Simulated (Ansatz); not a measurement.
Hg (diamond, Fd-3m), a = 7.6616 Å, b = 7.6616 Å, c = 7.6616 Å, α = 90.00°, β = 90.00°, γ = 90.00°; the cell used has 2 atoms.

Relaxed with PBE.

Task: Give the optical modes at the zone centre with their infrared activity from DFPT, PBE (plane waves, PAW; program Ansatz).

Result: Transverse frequencies, without the LO–TO term; a row sums one degenerate level.

| ω (cm⁻¹) | degeneracy | IR ((D/Å)²/amu) | activity | symmetry |
|---|---|---|---|---|
| 37 | 3 | 0.00 | IR-inactive | T2g |

The cell is a constructed one: a structure type filled with these elements; neither database checked (COD, Materials Project) lists it. It is not the usual solid phase (space group No. 166). The cell was relaxed with PBE under the symmetry of its start; phonons on a q-mesh show weakly imaginary modes. The substance is a gas or liquid at ambient conditions. Spin–orbit coupling is left out wherever it is not named.

Potentials: the later of the program's two PAW sets.
